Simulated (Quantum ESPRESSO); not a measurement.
```
CsO
1.0
   -2.15558     3.20929     3.75492
    2.15558    -3.20929     3.75492
    2.15558     3.20929    -3.75492
O Cs
2 2
Direct
  0.61558   0.00000   0.61558
  0.38442   0.00000   0.38442
  0.25714   0.25714   0.00000
  0.74286   0.74286   0.00000
```

The PBEsol cell relaxed from Materials Project entry mp-7896 was given an isotropic strain of +1 % on all lattice vectors, and the atoms were relaxed again.

Task: What does PBEsol (Quantum ESPRESSO, PseudoDojo norm-conserving, 84 Ry, scalar-relativistic) give for the electronic structure near the Fermi level?

Result: The PBEsol gap is indirect, 1.67 eV, from Γ to 22 % of the way from Γ to Y; the smallest direct gap is 1.74 eV. 

The structure is a Materials Project entry; no match was found in the copy of COD used, and its stability was not checked.

Letters of k points follow the standard setting of the lattice, whose axes may be ordered differently from the printed cell.
